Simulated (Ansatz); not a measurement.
Ge (diamond), relaxed with LDA (Ansatz, an electronic-structure program, plane waves, PAW): a = b = c = 5.6214 Å, α = β = γ = 90.00°.

* **B₀ by P(V) fit (GPa)**: 71.7
* **K_Hill (GPa)**: 71.8
* **G_Hill (GPa)**: 50.2
* **highest Γ mode, no LO–TO term (cm⁻¹)**: 288
* **Θ_D (K)**: 356

The same phase is relaxed and computed with PBEsol in the same code. What are the cell and these values now?

a = 5.675 Å, b = 5.675 Å, c = 5.675 Å, α = 90.00°, β = 90.00°, γ = 90.00°.

B₀ by P(V) fit (GPa): 67.1
K_Hill (GPa): 67.2
G_Hill (GPa): 47.4
highest Γ mode, no LO–TO term (cm⁻¹): 282
Θ_D (K): 348

All cells were relaxed under the symmetry of their starts (and spin orders); stability against distortions was not tested throughout. Spin–orbit coupling is left out wherever it is not named.

Potentials: the earlier of the program's two PAW sets.

Ansatz is a plane-wave DFT program.
